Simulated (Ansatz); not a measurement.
BP (rock salt, Fm-3m) under volume change, the program Ansatz at the r²SCAN level (PAW), scaled uniformly.

| V (Å³/atom) | E − E(relaxed) (meV/atom) | P (GPa) |
|---|---|---|
| 9.159 | 49.3 | 18.72 |
| 9.461 | 20.8 | 11.62 |
| 9.763 | 4.9 | 5.39 |
| 10.065 | 0.0 | 0.01 |
| 10.366 | 4.3 | -4.44 |
| 10.668 | 16.3 | -8.26 |
| 10.970 | 35.2 | -11.69 |

**Question.** What does a third-order Birch–Murnaghan fit give for V₀, B₀ and B′?

**Answer.** V₀ = 10.07 Å³/atom, B₀ = 162 GPa, B′ = 4.1.

The cell is a constructed one: a structure type filled with these elements; neither database checked (COD, Materials Project) lists it. It is not the phase usual at ambient conditions (space group No. 216). The cell was relaxed with r²SCAN under the symmetry of its start; whether a distortion lowers the energy is not shown.

Potentials: the later of the program's two PAW sets.
